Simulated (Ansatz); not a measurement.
Starting cell, AlNi (CsCl type):

```yaml
crystal:
  lattice:
    - [2.89304, 0.00000, 0.00000]
    - [0.00000, 2.89304, 0.00000]
    - [0.00000, 0.00000, 2.89304]
  atoms:
    - { symbol: Al, position: [0.00000, 0.00000, 0.00000] }
    - { symbol: Ni, position: [0.50000, 0.50000, 0.50000] }
```

In each cell atom 2 (Ni, nearest neighbour Al at 2.505 Å; its periodic images, 2.9 Å or more away, move with it) moves by s·(0.577, 0.577, 0.577) (along Cartesian [111]), the rest being held.

Method: PBE (plane waves to 420 eV, PAW, scalar-relativistic; Ansatz, a program for electronic structure). k mesh 13×13×13 (Γ-centred), Fermi-Dirac smearing 0.05 eV. E stands for the smeared free energy. With partly filled bands, energies and forces of such displacements shift with the k mesh and the smearing. AlNi is run without spin polarisation. AlNi was relaxed with its symmetry unable to fall. The zero of ΔE is the undisplaced structure. The last digit holds for this mesh only.

| s (Å) | ΔE (meV/cell) |
|---|---|
| -0.250 | 189.9 |
| -0.200 | 118.5 |
| -0.150 | 65.3 |
| -0.100 | withheld |
| -0.050 | 7.1 |
| 0.000 | 0.0 |
| 0.050 | 7.1 |
| 0.100 | withheld |
| 0.150 | 65.3 |
| 0.200 | 118.5 |
| 0.250 | 189.9 |

Q: Fit an even polynomial form (powers 2, 4) to the given rows and predict ΔE at s = -0.100.

A: Least squares on the 9 given rows: ΔE = (2827)·s² + (3390)·s⁴, in meV/cell with s in Å; root-mean-square residual 0.02 meV/cell. At -0.100 the fit gives 28.6 meV/cell; the calculation gives 28.6 meV/cell, the same to the digits shown. The quadratic term alone would give 28.3 meV/cell.

(A displaced cell: forces are minus the slopes of the energy, force constants its curvatures, and phonons follow from these.)
